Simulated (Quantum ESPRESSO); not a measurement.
# One change at a time to GaRuSnTa3Zn2

Calculated results; nothing here was measured. They come from Quantum ESPRESSO 7.5, a public plane-wave density functional program. Each row is one single-point run on a made-up periodic cell of eight metal atoms, with elements, volume, strain and displacements drawn at random and not relaxed, so a cell may be unstable or far from any real phase. There is no spin polarisation or spin-orbit coupling.

Settings: PBE unless stated; PseudoDojo standard norm-conserving files; Fermi-Dirac width 0.25 eV, which means electrons at about 2900 K; cutoff 1143 eV; 5 x 5 x 4 k mesh shifted half a step off Gamma. E is the free energy of the whole cell (internal energy minus TS), so a -TS column is already part of it. Stress is positive in tension, and the pressure P is minus a third of its trace.

Checks: one run of this series was repeated at a higher cutoff and on a denser mesh, which moved values by no more than 0.004 eV, 0.04 GPa and 0.006 eV/Å, and a second program with other atomic files agreed on it to 2 % rms in force and 0.5 GPa in pressure. Known limits: the tin pseudopotential is less sure than most, with forces differing by about three percent from a second method on plain tin; heavy elements are run without spin-orbit coupling, which real alloys of them have; a spin test at this wide smearing found no moment, but such smearing suppresses magnetism that the real alloy may have.

The lattice is hexagonal close-packed, and the cell vectors in Å are (4.420, -2.552, 0.000); (-2.947, 0.000, -4.726); (2.947, 5.104, 0.000), a volume of 142.16 Å³ in run 1. The elements on sites 1 to 8 are Ta Zn Zn Sn Ga Ta Ta Ru. Each later run makes one change to run 1 and keeps the rest. E is counted from run 1, and is n/a where other atomic files have another zero of energy.

```
run                           change  V (Å³)  P (GPa)  -TS (eV)  rms force (eV/Å)  largest change of a force component (eV/Å)  E (eV)
  1                             none  142.16    -5.25    -1.240             0.411                                       0.000   0.000
  2          sites 2 and 6 exchanged  142.16    -4.32    -1.374             0.457                                       0.687   0.376
  3    all lengths scaled by +1.32 %  147.86    -9.68    -1.296             0.359                                       0.186       ?
  4           PBEsol in place of PBE  142.16   -10.67    -1.243             0.392                                       0.088     n/a
  5                      W on site 6  142.16    -8.43    -1.232             0.431                                       0.462     n/a
  6  site 4 moved by +0.15 Å along z  142.16    -4.75    -1.240             0.667                                       1.898   0.170
```

## Worked estimate

Along a uniform scaling dE = -P dV. The mean of the two pressures is -7.465 GPa and the volume changes by 5.70 Å³, with 160.2 GPa to one eV/Å³. The same two rows give -V dP/dV = 113 GPa for this cell with clamped atoms, which is not the bulk modulus of a real alloy.

## Withheld value

Question: what E should run 3 give?

The estimate is 0.266 eV. The calculation gave 0.268 eV. The mean of two end points misses the curvature of P, and the finite cutoff adds a little.
